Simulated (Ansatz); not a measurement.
Here is the system:

ZnInNO:
```
CELL_PARAMETERS angstrom
      3.44964     0.00000     0.00000
     -1.72482     2.98747     0.00000
      0.00000     0.00000     5.39697
ATOMIC_POSITIONS crystal
  In 0.33333 0.66667 0.51090
  Zn 0.66667 0.33333 0.99695
  O  0.33333 0.66667 0.11124
  N  0.66667 0.33333 0.63091
```

This is the r²SCAN-relaxed structure. x, y and z are the axes in which the lattice vectors are written.

### Question
All from r²SCAN in the plane-wave PAW code Ansatz, unless another level is named. Predict the bulk modulus (Birch–Murnaghan fit).

### Answer
136 GPa.

### Question
And the elastic constants (relaxed ions, GPa)?

### Answer
C11 = 211, C12 = 116, C13 = 98.1, C14 = 0.2, C33 = 194, C44 = 43.7.

Space group P3m1. The start of the workflow was typed in or built on a structure type; neither database checked (COD, Materials Project) lists it. Whether it is the stable phase at ambient conditions was not checked. Symmetry was held in the r²SCAN relaxation; whether a distortion lowers the energy is not shown.

Potentials: the earlier of the program's two PAW sets. The files were generated under PBE; for other functionals the program regenerates the frozen cores, and for LDA and PBEsol the local potential too.
